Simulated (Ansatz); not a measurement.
## CuRe2Sb3: input and output

input.yaml (Ansatz 0.2.0)

```yaml
crystal:
  lattice:
    - [3.770326, 0.0, 0.0]
    - [0.0, 3.770326, 0.0]
    - [0.0, 0.0, 8.263164]
  atoms:
    - { symbol: Sb, position: [0.5, 0.5, 0.0] }
    - { symbol: Cu, position: [0.0, 0.0, 0.0] }
    - { symbol: Re, position: [0.0, 0.5, 0.734] }
    - { symbol: Re, position: [0.5, 0.0, 0.266] }
    - { symbol: Sb, position: [0.0, 0.5, 0.382] }
    - { symbol: Sb, position: [0.5, 0.0, 0.618] }
  symmetry: { tolerance: 0.0003 }
kpoints:
  mp_grid: { grid: [9, 9, 4], shift: [0, 0, 0] }
  band_path:
    path:
      - [0.0, 0.0, 0.0]
      - [0.0, 0.5, 0.0]
      - [0.5, 0.5, 0.0]
      - [0.0, 0.0, 0.0]
      - [0.0, 0.0, 0.5]
      - [0.0, 0.5, 0.5]
      - [0.5, 0.5, 0.5]
      - [0.0, 0.0, 0.5]
      - [0.0, 0.5, 0.0]
      - [0.0, 0.5, 0.5]
      - [0.5, 0.5, 0.0]
    npoints: 6
magnetization:
  spin_polarized: false
scf:
  occupations: { method: gaussian, width: 0.06 }
  lower_state_search: "off"
  max_iter: 200
hamiltonian:
  pseudopotentials: { kind: paw }
  xc: pbe
basis:
  ecutwfc: 420
  fft_grid_basis: typed
output:
  forces: true
  stress: true
  eigenvalues: true
  bader: true
  populations: true
  elf: true
  write_potential: true
  volumetric_format: npy
  dos:
    e_range: [-12, 8]
    de: 0.05
    projected: { site_lists: { Cu: [Cu], Re: [Re], Sb: [Sb] } }
checkpoint:
  read: saved_state
```

The saved state is an earlier solution for the same cell, perhaps on another mesh. 

Parts of the output:

```
SCF iter   1: F=—  Δρ=1.88e-3  dr2=3.25e-3
SCF iter   2: F=—  Δρ=1.08e-3  dr2=1.55e-3
SCF iter   3: F=—  Δρ=1.89e-4  dr2=1.14e-4
SCF iter   4: F=—  Δρ=1.63e-4  dr2=5.06e-5
SCF iter   5: F=—  Δρ=5.89e-5  dr2=5.92e-6
SCF iter   6: F=—  Δρ=1.55e-5  dr2=7.30e-7
SCF iter   7: F=-47812.3139 eV  Δρ=4.28e-6  dr2=4.13e-8
Free energy (F): -47812.3139 eV
Harris-Foulkes:  -47812.3139 eV  (|F-HF|=2.11e-8)
Internal energy: -47812.2990 eV  (E = F + TS)
E sigma→0 (E₀):  -47812.3065 eV
Entropy (-TS):   -0.0149 eV (-2.480 meV/atom)
Fermi energy:    16.0519 eV
--- Per-component energies (eV) ---
  E_band       = -1011.1659
  E_kinetic    = 1996.0161
  E_local      = -11088.7944  (includes V_loc(G=0)·N_el)
  E_nonlocal   = 1589.6467
  E_hartree    = 4868.9584
  E_xc         = -1307.3740
  E_vxc        = -1006.3140  (∫ρ·V_xc dr)
  E_paw        = -32718.1811  (= ΣΔE_a)
  E_vpaw       = -2239.6321  (= ΣTr[D̂ρ^β])
  E_aug_tail   = 0.0001  (compensation charges beyond the density's cutoff)
  E_ewald      = -11152.5708
  E_smearing   = -0.0149  (= −TS)
--- Forces (eV/Å), atoms counted from 1 ---
  atom   1  Sb     0.0000     0.0000     0.0000
  atom   2  Cu     0.0000     0.0000     0.0000
  atom   3  Re     0.0000     0.0000     0.4883
  atom   4  Re     0.0000     0.0000    -0.4883
  atom   5  Sb     0.0000     0.0000     0.0982
  atom   6  Sb     0.0000     0.0000    -0.0982
--- Stress (GPa, compression-positive) ---
       -6.1065       0.0000       0.0000
        0.0000      -6.1065       0.0000
        0.0000       0.0000     -11.2887
  P = ⅓ Tr σ = -7.8339 GPa (-78.339 kbar)
--- Bader charges: 6 sites ---
  site symbol  charge [e]  shift [e]
     0     Sb      0.0923     0.0020
     1     Cu     -0.0636     0.0020
     2     Re     -0.1726     0.0000
     3     Re     -0.1726     0.0000
     4     Sb      0.1583     0.0000
     5     Sb      0.1582     0.0000
```

Origin: a known structure type with other elements, at an estimated volume, so it need not be a known compound. Caveats: many states at the Fermi level without spin polarisation, so a magnetic state may lie lower.
